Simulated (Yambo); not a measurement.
# Excitons in KF at +2 % isotropic strain

```
CELL_PARAMETERS angstrom
      0.00000     2.70394     2.70394
      2.70394     0.00000     2.70394
      2.70394     2.70394     0.00000
ATOMIC_POSITIONS crystal
  F  0.50000 0.50000 0.50000
  K  0.00000 0.00000 0.00000
```

The PBEsol cell relaxed from Materials Project entry mp-463 was given an isotropic strain of +2 % on all lattice vectors, and the atoms were relaxed again.

BSE in Yambo on norm-conserving PBEsol (Quantum ESPRESSO, 84 Ry, no spin-orbit coupling) bands: 10×10×10 mesh, 3 valence and 1 conduction bands, static screening with 21 bands and a 4 Ry block, scissor 3.85 eV, Tamm-Dancoff; field along x.

```json
[
 {"state": "1", "energy (eV)": "8.24", "states within 2 meV": "3", "relative strength": "1.00", "class": "strong", "main transitions": "several band pairs"},
 {"state": "2", "energy (eV)": "9.20", "states within 2 meV": "3", "relative strength": "< 0.01", "class": "dark", "main transitions": "several band pairs"},
 {"state": "3", "energy (eV)": "9.22", "states within 2 meV": "3", "relative strength": "0.07", "class": "strong", "main transitions": "several band pairs"},
 {"state": "4", "energy (eV)": "9.24", "states within 2 meV": "3", "relative strength": "< 0.01", "class": "dark", "main transitions": "several band pairs"},
 {"state": "5", "energy (eV)": "9.27", "states within 2 meV": "2", "relative strength": "< 0.01", "class": "dark", "main transitions": "several band pairs"},
 {"state": "6", "energy (eV)": "9.39", "states within 2 meV": "1", "relative strength": "< 0.01", "class": "dark", "main transitions": "VB−2 → CB (100 %)"},
 {"state": "7", "energy (eV)": "9.51", "states within 2 meV": "2", "relative strength": "< 0.01", "class": "dark", "main transitions": "several band pairs"},
 {"state": "8", "energy (eV)": "9.52", "states within 2 meV": "3", "relative strength": "< 0.01", "class": "dark", "main transitions": "several band pairs"}
]
```

These are vertical excitations (zero momentum). The direct quasiparticle gap on this mesh is 9.73 eV; counted from there, state 1 is bound by 1.49 eV. Convergence with the mesh was not shown.

Spin singlets only. Strengths are relative to the strongest of the lowest states of this run; strong means a line over 3 % of the spectrum's maximum, dark under 0.03 %. Absolute energies carry the error of the G0W0 scissor, whose convergence isn't established.
